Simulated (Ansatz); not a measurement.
HfO2 (tetragonal-ZrO2 type, space group P4_2/nmc)

```yaml
crystal:
  lattice:
    - [3.57678, 0.00000, 0.00000]
    - [0.00000, 3.57678, 0.00000]
    - [0.00000, 0.00000, 5.20264]
  atoms:
    - { symbol: Hf, position: [0.00000, 0.00000, 0.00000] }
    - { symbol: Hf, position: [0.50000, 0.50000, 0.50000] }
    - { symbol: O, position: [0.00000, 0.50000, 0.19616] }
    - { symbol: O, position: [0.00000, 0.50000, 0.69616] }
    - { symbol: O, position: [0.50000, 0.00000, 0.30384] }
    - { symbol: O, position: [0.50000, 0.00000, 0.80384] }
```

The volume is varied about the relaxed value V₀ at fixed cell shape. The atoms relax within the cell's symmetry.

All values below come from r2SCAN (plane waves to 500 eV, PAW, scalar-relativistic; Ansatz, a program for electronic structure). k mesh 9×9×7 (Γ-centred), Fermi-Dirac smearing 0.05 eV. Energies are smeared free energies. Compression counts positive. HfO2 is run without spin polarisation. HfO2 was relaxed with its symmetry unable to fall. Spin-orbit coupling is left out, though Hf is heavy. This is a high-temperature form of HfO2. ΔE is measured from the relaxed starting cell.

Problem. Estimate the ΔE (kJ/mol of atoms) and P (GPa) for V/V₀ = 0.940, 0.950, 0.970, 0.980, 1.030, 1.050.

Solution. 
```tsv
V/V₀	ΔE (kJ/mol of atoms)	P (GPa)
0.940	2.83	15.0
0.950	1.92	12.1
0.970	0.67	6.9
0.980	0.29	4.5
1.030	0.59	-5.7
1.050	1.59	-9.1
```

(A scan under strain: stresses follow from slopes of the energy per volume, elastic moduli from its curvatures.)
